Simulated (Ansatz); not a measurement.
GaN:
```yaml
crystal:
  lattice:
    - [3.18286, 0.00000, 0.00000]
    - [-1.59143, 2.75644, 0.00000]
    - [0.00000, 0.00000, 5.18543]
  atoms:
    - { symbol: Ga, position: [0.66667, 0.33333, 0.49918] }
    - { symbol: Ga, position: [0.33333, 0.66667, 0.99918] }
    - { symbol: N, position: [0.66667, 0.33333, 0.87582] }
    - { symbol: N, position: [0.33333, 0.66667, 0.37582] }
```

This is the PBEsol-relaxed structure. x, y and z are the axes in which the lattice vectors are written.

Task: All from PBEsol (plane waves, PAW; program Ansatz), unless another level is named. Give the Debye temperature from the elastic constants.

Result: 616 K.

Task: Next, the piezoelectric stress constants (proper, relaxed ions, C/m²)?

Result: e15 = e24 = -0.30, e31 = e32 = -0.43, e33 = 0.76.

Task: Next, the elastic constants (relaxed ions, GPa)?

Result: C11 = 344, C12 = 128, C13 = 92.3, C33 = 381, C44 = 91.5.

Space group P6_3mc (wurtzite). Symmetry was held in the PBEsol relaxation. Signs of piezoelectric constants follow the polarity of the cell as given.

Potentials: the earlier of the program's two PAW sets. The files were generated under PBE; for other functionals the program regenerates the frozen cores, and for LDA and PBEsol the local potential too.
